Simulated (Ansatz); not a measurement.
PtRhN$_{2}$ in space group R-3m (No. 166; Rh on 3b, Pt on 3a, N on 6c), r²SCAN (plane waves, PAW; program Ansatz), all energies at zero smearing, with the estimated change up to a 700 eV cutoff added, with one set of potentials and settings (totals compare only within such a set). Cell of 4 atoms (1 Rh, 1 Pt, 2 N): -19719.737 eV.

```tsv
element	reference phase	E (eV/atom)
Rh	Fm-3m, 1 atoms in the cell	-6415.2735
Pt	Fm-3m, 1 atoms in the cell	-12536.7848
N	Pa-3, 8 atoms in the cell	-384.8315
```

Formation energy per atom, worked out: (-19719.737 − 1×(-6415.2735) − 1×(-12536.7848) − 2×(-384.8315))/4 = 0.496 eV/atom (48 kJ per mol of atoms), at 0 K, without zero-point energy or fitted corrections.

The start of the workflow was typed in or built on a structure type; neither database checked (COD, Materials Project) lists it. Whether it is the stable phase at ambient conditions was not checked. The r²SCAN relaxation kept the symmetry of its start; its stability against distortions is not shown here. The workflow began spin-polarised and lost its moments. Its formation energy is positive at this level, so the cell may be metastable or incomplete. The references are the lowest solids computed at this level, not always the standard phases (solids in place of the gases). Spin–orbit coupling is left out wherever it is not named.

Potentials: the later of the program's two PAW sets.
